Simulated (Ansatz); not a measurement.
The slice is one period of a {100} plane through atoms; its size isn't given.

These are LDA (plane waves to 420 eV, PAW, scalar-relativistic; Ansatz, a quantum-chemistry and plane-wave program) values and carry that method's errors. Inside the PAW spheres the values are not all-electron values, and peaks at nuclei hang on which shells count as valence.

```
|@@@@%#*=-::...::-=*#%@@@|
|@@@@%#+=-::...::-=+#%@@@|
|@@@%%*+=-:.....:-=+*%%@@|
|%%%%#*=-::.....::-=*#%%%|
|###**+=-:.......:-=+**##|
|**++==-::.......::-==++*|
|====--::...   ...::--===|
|----:::...     ...:::---|
|:::::....       ....::::|
|:::.....         .....::|
|.......           ......|
|.......           ......|
|.......           ......|
|:::.....         .....::|
|:::::....       ....::::|
|----:::...     ...:::---|
|====--::...   ...::--===|
|**++==-::.......::-==++*|
|###**+=-:.......:-=+**##|
|%%%%#*=-::.....::-=*#%%%|
|@@@%%*+=-:.....:-=+*%%@@|
|@@@@%#+=-::...::-=+#%@@@|
|@@@@%#*=-::...::-=*#%@@@|
|@@@@%#*=-::...::-=*#%@@@|
```
Scale: ten equal steps from -0.88 (start of ' ') to 0.96 (end of '@'), in the order ' .:-=+*#%@'. Values: log₁₀ of the valence density in e/Å³. The map has 24 points along u (one character each, u = 0 at the left) and 24 along v (v = 0 in the bottom row). The scale is logarithmic, as a density can span decades between atoms and voids.

```
|xxxx@#+:.:-=+=-:.:+#@xxx|
|xxxx@#+:::-=+=-:::+#@xxx|
|xxx@@#=-:-=+++=-:-=#@@xx|
|@@@@%*=---=+++=---=*%@@@|
|####*=---==+++==---=*###|
|+++==---=========---==++|
|:::----====---====----::|
|..::--===---:---===--::.|
|:::--===--:...:--===--::|
|---=====-:.   .:-=====--|
|===+++=--.     .--=+++==|
|++++++=-:.     .:-=+++++|
|===+++=--.     .--=+++==|
|---=====-:.   .:-=====--|
|:::--===--:...:--===--::|
|..::--===---:---===--::.|
|:::----====---====----::|
|+++==---=========---==++|
|####*=---==+++==---=*###|
|@@@@%*=---=+++=---=*%@@@|
|xxx@@#=-:-=+++=-:-=#@@xx|
|xxxx@#+:::-=+=-:::+#@xxx|
|xxxx@#+:.:-=+=-:.:+#@xxx|
|xxxx@#+:.:-=+=-:.:+#@xxx|
```
Scale: ten equal steps from 0.13 (start of ' ') to 0.68 (end of '@'), in the order ' .:-=+*#%@'. Values: electron localisation function (ELF). The map has 24 points along u (one character each, u = 0 at the left) and 24 along v (v = 0 in the bottom row). Points within 0.5 Å of a nucleus are blanked (x), as the pseudised field means little there.

**Question.** Which relaxed crystal do these maps come from?
(A) CuPd (CsCl type)
(B) GaIr (CsCl type)
(C) ScIr (CsCl type)

**Answer.** C, ScIr (CsCl type). Atoms on the slice: Ir at (0.00, 0.00)

All were relaxed with their symmetry unable to fall. CuPd is run without spin polarisation. GaIr is run without spin polarisation. ScIr is run without spin polarisation. Spin-orbit coupling is left out.
